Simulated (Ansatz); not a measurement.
In the program Ansatz at the PBEsol level (PAW), AgW in the orthorhombic phase (Cmcm; Ag on 4c, W on 4c) relaxes to a = 2.687 Å, b = 10.906 Å, c = 4.465 Å. Its formation energy from the elements is 0.71 eV/atom, with no fitted shifts.

Electronic character: metallic (no gap).

The bulk modulus is 196 GPa.

The start of the workflow was typed in or built on a structure type; neither database checked (COD, Materials Project) lists it. Whether it is the stable phase at ambient conditions was not checked. The PBEsol relaxation kept the symmetry of its start; its stability against distortions is not shown here. The run is not spin-polarised. Its formation energy is positive at this level, so the cell may be metastable or incomplete. Axis ratios of metals converge slowly with the k-mesh, so a and c are less sure than the volume. The references are the lowest solids computed at this level, not always the standard phases. Scalar-relativistic: spin–orbit coupling is off unless named, which matters more the heavier the elements.

Potentials: the earlier of the program's two PAW sets. The files were generated under PBE; for other functionals the program regenerates the frozen cores, and for LDA and PBEsol the local potential too.
